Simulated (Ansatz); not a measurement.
Ansatz (an electronic-structure program) input:

Ansatz 0.2 input:
```yaml
crystal:
  lattice:
    - [3.8645094387, 0.0, 0.0]
    - [0.0, 3.8645094387, 0.0]
    - [0.0, 0.0, 3.8645094387]
  atoms:
    - { symbol: Hf, position: [0.0, 0.0, 0.0] }
    - { symbol: Rh, position: [0.5, 0.0, 0.5] }
    - { symbol: Rh, position: [0.0, 0.5, 0.5] }
    - { symbol: Rh, position: [0.5, 0.5, 0.0] }
kpoints:
  mp_grid: { grid: [11, 11, 11] }
hamiltonian:
  xc: lda
  pseudopotentials: { kind: paw }
scf:
  occupations: { method: fermi_dirac, width: 0.1 }
phonons:
  method: dfpt
  response_accuracy: low
  eigenvectors: true
  rigid_motions: translations
```

Output (shortened):

```
Pseudopotential: Hf, paw, valence charge 26
Pseudopotential: Rh, paw, valence charge 17
Functional definition: SPW92
Crystal: 4 atoms, lattice volume = 57.714 Å³
Basis set: ecut = 420 eV, 1141 PW (Γ), exchange–correlation on 54×54×54 points (8 copies of the dense FFT grid, shifted against one another)
Bands: 47, of which v1, the nominal top of the filled ones, is band 39 counted from 1 (38 counted from 0)
Symmetry: 48 space group operations
k-points: 216 of 1331 (irreducible under 8 space group operations)
SCF iter   1: F=—  HF=-34315.889622 eV  |F-HF|=—  |Δ(HF+E_count)|=         —  Δρ=1.70e-2  dr2=2.15e-1  ethr=1.77e-3  ⟨swp⟩=5.3  Hψ=32196  notcnv=0  defer=13
preconditioner: auto → Kerker (q_TF=auto, 2.863 Å⁻¹)
SCF iter   2: F=—  HF=-34315.865874 eV  |F-HF|=—  |Δ(HF+E_count)|=   2.37e-2  Δρ=8.32e-3  dr2=5.71e-2  ethr=2.79e-4  ⟨swp⟩=1.0  Hψ=11886  notcnv=0  defer=27
SCF iter   3: F=—  HF=-34315.857217 eV  |F-HF|=—  |Δ(HF+E_count)|=   8.66e-3  Δρ=1.74e-3  dr2=3.46e-3  ethr=7.42e-5  ⟨swp⟩=2.3  Hψ=14099  notcnv=0  defer=41
SCF iter   4: F=—  HF=-34315.856266 eV  |F-HF|=—  |Δ(HF+E_count)|=   9.51e-4  Δρ=9.51e-4  dr2=6.61e-4  ethr=4.49e-6  ⟨swp⟩=2.0  Hψ=16167  notcnv=0  defer=44
SCF iter   5: F=—  HF=-34315.855933 eV  |F-HF|=—  |Δ(HF+E_count)|=   3.33e-4  Δρ=3.53e-4  dr2=8.88e-5  ethr=8.58e-7  ⟨swp⟩=2.2  Hψ=14922  notcnv=0  defer=44
SCF iter   6: F=—  HF=-34315.855923 eV  |F-HF|=—  |Δ(HF+E_count)|=   9.43e-6  Δρ=6.11e-5  dr2=8.85e-7  ethr=1.15e-7  ⟨swp⟩=2.0  Hψ=14485  notcnv=0  defer=44
SCF iter   7: F=—  HF=-34315.855923 eV  |F-HF|=—  |Δ(HF+E_count)|=   3.55e-7  Δρ=8.19e-6  dr2=2.22e-8  ethr=1.15e-9  ⟨swp⟩=3.0  Hψ=18783  notcnv=0  defer=50
SCF iter   8: F=—  HF=-34315.855923 eV  |F-HF|=—  |Δ(HF+E_count)|=   1.17e-9  Δρ=1.75e-6  dr2=1.32e-9  ethr=2.88e-11  ⟨swp⟩=2.0  Hψ=15658  notcnv=0  defer=50
SCF iter  11: F=-34315.855923 eV  HF=-34315.855923 eV  |F-HF|=1.46e-11  |Δ(HF+E_count)|=  2.18e-11  Δρ=7.26e-8  dr2=3.04e-12  ethr=1.00e-12  ⟨swp⟩=9.1  Hψ=45773  notcnv=0
SCF 1 converged in 11 iterations: F = -34315.855923 eV  dr2 = 3.04e-12
DFPT response loops at Γ: preconditioner auto → Kerker (q_TF=auto, 2.863 Å⁻¹) (partly filled bands, converged f_vac=0.000) …
SCF converged after 11 iterations
Free energy (F): -34315.855923 eV
Harris-Foulkes:  -34315.855923 eV  (|F-HF|=1.46e-11)
Internal energy: -34315.740816 eV  (E = F + TS)
E sigma→0 (E₀):  -34315.798370 eV
Entropy (-TS):   -0.115108 eV (-28.777 meV/atom)
Fermi energy:    23.184478 eV
--- Per-component energies (eV) ---
  E_band       = -59.502629
  E_kinetic    = 2155.361834
  E_local      = -9185.509939  (includes V_loc(G=0)·N_el)
  E_nonlocal   = -149.621030
  E_hartree    = 3820.160465
  E_xc         = -964.210552
  E_vxc        = -1107.281795  (∫ρ·V_xc dr)
  E_paw        = -17079.842025  (= ΣΔE_a)
  E_vpaw       = 587.224978  (= ΣTr[D̂ρ^β])
  E_aug_tail   = 0.002309  (compensation charges beyond the density's cutoff)
  E_ewald      = -12916.406568
  E_core_change = 4.324689  (= ΣΔE_core)
  E_smearing   = -0.115108  (= −TS)
  E_closure    =  0.000000  (closes the sum)
  Σ components = -34315.855923   (vs F -34315.855923, Δ=0.00e0)
  [band-id]    e_kinetic+e_local+e_nonlocal+2·e_hartree+e_vxc+e_vpaw+e_augmentation_tail = -59.502711   (vs E_band -59.502629, Δ=-8.26e-5)
--- Band table (eV; the first three rows and the last of 216) ---
  k-point 0: bands = ["-54.9579", "-54.8638", "-54.8638", "-38.0674", "-23.1036", "-23.1036", "-23.1036", "-22.8565", "-22.8565", "-22.8565", "-22.6625", "-22.6625", "-22.6625", "-6.7905", "-6.7905", "-6.7905", "11.9522", "11.9522", "11.9522", "11.9577", …
  k-point 1: bands = ["-54.9562", "-54.8655", "-54.8637", "-38.0675", "-23.0984", "-23.0984", "-23.0952", "-22.8580", "-22.8580", "-22.8570", "-22.6713", "-22.6661", "-22.6661", "-6.7987", "-6.7921", "-6.7921", "11.9511", "11.9518", "11.9518", "11.9560", …
  k-point 2: bands = ["-54.9513", "-54.8703", "-54.8637", "-38.0676", "-23.0838", "-23.0838", "-23.0709", "-22.8629", "-22.8629", "-22.8585", "-22.6969", "-22.6760", "-22.6760", "-6.8207", "-6.7965", "-6.7965", "11.9482", "11.9507", "11.9507", "11.9517", …
  k-point 215: bands = ["-54.8959", "-54.8939", "-54.8939", "-38.0652", "-23.1963", "-23.0886", "-23.0884", "-23.0884", "-22.7126", "-22.7126", "-22.7112", "-22.6592", "-22.6592", "-6.8323", "-6.8294", "-6.8294", "11.9511", "11.9511", "11.9512", "11.9561", …
--- Phonons (Γ-DFPT): 3 representative perturbations + reference, on 216 of 1331 k-points (Σ response iterations 8) ---
  ASR residual: 3.482e-4 → 0.000e0 eV/Å²; symmetrization residual: 1.464e-4 eV/Å²
  ASR residual per site (eV/Å²): 7.56e-5 3.48e-4 3.48e-4 3.48e-4
  Γ frequencies (cm⁻¹): 0.00 0.00 0.00 138.59 138.59 138.59 184.49 184.49 184.49 216.04 216.04 216.04
  non-analytic LO–TO correction: not included (Born effective charges unavailable; polar crystals: no LO–TO splitting at Γ)
```

Cost: around 4 core-minutes (rough) on shared cores.

Space group Pm-3m (Cu3Au type). The first step of the workflow began from a Materials Project structure, measured or hypothetical; the Crystallography Open Database files this formula in space group No. 221, but the cells were not matched. Whether it is the stable phase at ambient conditions was not checked. The LDA relaxation kept the symmetry of its start; of distortions, only those at the zone centre were tested. The run is not spin-polarised. As this level gives no gap, phonon frequencies hold no LO–TO term and depend on the k-mesh and smearing (Fermi–Dirac, 0.1 eV here). Scalar-relativistic: spin–orbit coupling is off unless named, which matters more the heavier the elements.

Potentials: the later of the program's two PAW sets.

Ansatz is a plane-wave DFT program.
